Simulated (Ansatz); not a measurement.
CdTe (zinc blende, space group No. 216), a = b = c = 6.489 Å, α = β = γ = 90.00°; the cell used has 2 atoms.

Relaxed with PBEsol. 

Q: HSE06 on this cell (Ansatz, a program for electronic structure, PAW) gives a gap of 1.62 eV. What does PBEsol give?

A: 0.65 eV.

Cost on shared cores: the PBEsol run (SCF on a 7×7×7 mesh, then bands and DOS) about 19 core-seconds (a rough figure), the HSE06 run (SCF on 6×6×6, then a few points) very roughly 2.3 core-minutes; the tasks are unlike.

Space group F-43m (zinc blende). The cell was relaxed with PBEsol under the symmetry of its start. Spin–orbit coupling is left out wherever it is not named.

Potentials: the later of the program's two PAW sets.

Ansatz is a plane-wave DFT program.
